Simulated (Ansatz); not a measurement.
SrTiO3:
```
CELL_PARAMETERS angstrom
      3.89108     0.00000     0.00000
      0.00000     3.89108     0.00000
      0.00000     0.00000     3.89108
ATOMIC_POSITIONS crystal
  Sr 0.00000 0.00000 0.00000
  Ti 0.50000 0.50000 0.50000
  O  0.00000 0.50000 0.50000
  O  0.50000 0.50000 0.00000
  O  0.50000 0.00000 0.50000
```

Relaxed with PBEsol. Special points in fractions of this cell's reciprocal vectors: Γ (0.000, 0.000, 0.000); X (0.000, 0.500, 0.000); M (0.500, 0.500, 0.000); R (0.500, 0.500, 0.500).

### Question
List the band energies nearest the valence-band maximum at these points for DFT-PBEsol with spin–orbit coupling in the program Ansatz with PAW potentials.

### Answer
In eV from the valence-band maximum; about four levels below and three above (degenerate sets whole), none deeper than 8.9 eV; points with the same levels are listed once.

```tsv
k	below	above
Γ	-0.33 -0.33 -0.33 -0.33	1.84 1.84 1.84 1.84
X	-0.75 -0.75 -0.72 -0.72	2.02 2.02 3.84 3.84
M	-1.59 -1.59 -0.10 -0.10	3.85 3.85 3.87 3.87
R	0.00 0.00 0.00 0.00	4.55 4.55 4.55 4.55
```

Space group Pm-3m (cubic perovskite). The cell was relaxed with PBEsol under the symmetry of its start. No spin polarisation was allowed.

Potentials: the later of the program's two PAW sets.
